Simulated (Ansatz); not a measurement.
Yb (fcc, Cu type)

```
Yb
1.0
    0.00000     2.60076     2.60076
    2.60076     0.00000     2.60076
    2.60076     2.60076     0.00000
Yb
1
Direct
  0.00000   0.00000   0.00000
```

This relaxed cell (volume V₀) is scaled evenly in all directions, its shape held. Symmetry pins the atoms to their sites.

Level of theory: r2SCAN (plane waves to 500 eV, PAW, scalar-relativistic; Ansatz, a program for electronic structure). k mesh 15×15×15 (Γ-centred), Fermi-Dirac smearing 0.05 eV. Compression counts positive. The relaxed volume of Yb is well below the measured one. Yb is run without spin polarisation. Yb was relaxed with its symmetry unable to fall. The f-shell state is unchecked: a lower one may exist.

At one point of the scan the stress tensor (GPa) is:

```
    1.1      0.0      0.0
    0.0      1.1      0.0
    0.0      0.0      1.1
```

Which point is it?
A. V/V₀ = 0.950
B. V/V₀ = 0.925
C. V/V₀ = 0.975
D. V/V₀ = 0.900

A, V/V₀ = 0.950

(A scan under strain: stresses follow from slopes of the energy per volume, elastic moduli from its curvatures.)
